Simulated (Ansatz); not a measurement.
Here is the system:

SiGe:
Space group P6₃/mmc (No. 194); a = b = 3.547 Å, c = 6.438 Å, α = β = 90.00°, γ = 120.00°

```tsv
atom	site	symmetry	x	y	z
Ge	2a	-3m.	0.0000	0.0000	0.0000
Si	2c	-6m2	0.3333	0.6667	0.2500
```

This is the PBEsol-relaxed structure.

### Question
All from PBEsol (plane waves, PAW; program Ansatz), unless another level is named. Predict the Young's modulus.

### Answer
79.0 GPa.

### Question
Next, the highest zone-centre frequency?

### Answer
244 cm⁻¹.

Space group P6_3/mmc (NiAs type). The cell is a constructed one: a structure type filled with these elements; neither database checked (COD, Materials Project) lists it. Whether it is the stable phase at ambient conditions was not checked. The cell was relaxed with PBEsol under the symmetry of its start; its stability against distortions is not shown here. As this level gives no gap, phonon frequencies hold no LO–TO term and depend on the k-mesh and smearing (Fermi–Dirac, 0.1 eV here). On the denser mesh and wider smearing of the elastic run this cell carries a stress of 0.3 GPa.

Potentials: the earlier of the program's two PAW sets. The files were generated under PBE; for other functionals the program regenerates the frozen cores, and for LDA and PBEsol the local potential too.
